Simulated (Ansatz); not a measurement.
HPbBrO:
```xyz
16
Lattice="7.4040 0.0000 0.0000 0.0000 4.0927 0.0000 0.0000 0.0000 10.0105" Properties=species:S:1:pos:R:3 pbc="T T T"
H      2.2220     1.0232     6.1731
H      5.1819     3.0695     3.8374
H      1.4800     3.0695     1.1678
H      5.9240     1.0232     8.8427
Pb     1.4551     1.0232     9.1808
Pb     5.9488     3.0695     0.8298
Pb     2.2469     3.0695     4.1755
Pb     5.1571     1.0232     5.8350
Br     0.4142     3.0695     6.8145
Br     6.9898     1.0232     3.1961
Br     3.2878     1.0232     1.8092
Br     4.1162     3.0695     8.2013
O      2.8026     1.0232     5.4002
O      4.6014     3.0695     4.6103
O      0.8994     3.0695     0.3950
O      6.5046     1.0232     9.6156
```

The program Ansatz at the r²SCAN+D4 level (PAW) gives a gap of 3.61 eV without spin–orbit coupling, maximum on the Γ–X line, 27 % of the way from Γ, minimum on the Γ–X line, 66 % of the way from Γ.

Problem. What happens when spin–orbit coupling is switched on?

Solution. The gap falls by 0.37 eV, to 3.24 eV; maximum on the Γ–X line, 28 % of the way from Γ, minimum on the Γ–X line, 64 % of the way from Γ.

Problem. Give the electron effective mass with spin–orbit coupling.

Solution. 0.49, 0.92, 3.7 mₑ (principal values).

Problem. Give the hole effective mass with spin–orbit coupling.

Solution. 0.95, 1.2, 2.5 mₑ (principal values).

Space group Pnma. The first step of the workflow began from a Materials Project structure, measured or hypothetical; the Crystallography Open Database copy checked does not list it. Whether it is the stable phase at ambient conditions was not checked. The cell was relaxed with r²SCAN+D4 under the symmetry of its start; of distortions, only those at the zone centre were tested.

Potentials: the later of the program's two PAW sets.
